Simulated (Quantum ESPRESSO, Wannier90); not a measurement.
## SrCl2 (fluorite), plane waves to Wannier functions

```
begin unit_cell_cart
ang
    0.0000000000    3.4997450000    3.4997450000
    3.4997450000    0.0000000000    3.4997450000
    3.4997450000    3.4997450000    0.0000000000
end unit_cell_cart
begin atoms_frac
Sr   0.0000000000  0.0000000000  0.0000000000
Cl  -0.2500000000 -0.2500000000 -0.2500000000
Cl   0.2500000000  0.2500000000  0.2500000000
end atoms_frac
```

Materials Project entry mp-23209; symmetrised, unrelaxed at this level. COD (Crystallography Open Database) has an entry of this formula and space group (matched by these alone). Level: PBEsol, no spin polarisation, no spin-orbit coupling; pw.x of Quantum ESPRESSO at 55 Ry with PseudoDojo potentials, 8×8×8 k-points, Wannier90. Density: 8×8×8 mesh, cold smearing 0.01 Ry.

Bands 2-4 form an isolated set from -15.15 to -14.80 eV relative to the valence-band maximum (on the path) and are turned into 3 Wannier functions by minimising the spread from the start: atomic waves Sr 4p.

**Question.** Where do the functions sit, how wide are they and what are they made of?

**Answer.** 
| functions | spread (Å²) | nearest atom, distance (Å) | second atom, distance (Å) | weight on atomic waves |
|---|---|---|---|---|
| 3 | 1.18 | Sr 0.00 | Cl 3.03 | Sr 4p 94 %, Cl 3s 4 % |

Ω_I = 3.52 Å², Ω_total = 3.54 Å²; the interpolated bands follow pw.x to 0.0 meV rms on the path. Only this start was tried; a symmetric start can stop on a saddle, and mixtures of these functions could lower the total by at most Ω_total − Ω_I.
